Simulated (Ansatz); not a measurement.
Given:

Sn4Pd:
```xyz
10
Lattice="3.2151 -5.7159 0.0000 3.2151 5.7159 0.0000 0.0000 0.0000 6.4033" Properties=species:S:1:pos:R:3 pbc="T T T"
Sn     2.1353     1.4396     2.1163
Sn     4.2948    -1.4396     2.1163
Sn     2.1353    -1.4396     4.2870
Sn     4.2948     1.4396     4.2870
Sn     1.0798    -1.4396     1.0854
Sn     5.3503     1.4396     1.0854
Sn     1.0798     1.4396     5.3179
Sn     5.3503    -1.4396     5.3179
Pd     3.2151     0.0000     0.0000
Pd     0.0000     0.0000     3.2016
```

This is the PBEsol-relaxed structure. Cartesian axes are those of the cell as given.

Problem. All from PBEsol (plane waves, PAW; program Ansatz), unless another level is named. Give the Poisson's ratio.

Solution. 0.33.

Problem. Give the elastic constants (relaxed ions, GPa).

Solution. C11 = 119, C22 = 100, C33 = 114, C12 = 50.9, C13 = 45.3, C23 = 45.8, C44 = 13.4, C55 = 39.6, C66 = 22.3.

Space group Ccce. The workflow started from a Materials Project entry (that database holds measured and hypothetical structures alike); the Crystallography Open Database files this formula in space group No. 68, but the cells were not matched. Its standing as an ambient phase is unchecked. The PBEsol relaxation kept the symmetry of its start; its stability against distortions is not shown here. No spin polarisation was allowed. As this level gives no gap, shear constants depend on the k-mesh and smearing (Fermi–Dirac, 0.1 eV here). Spin–orbit coupling is left out wherever it is not named.

Potentials: the later of the program's two PAW sets.
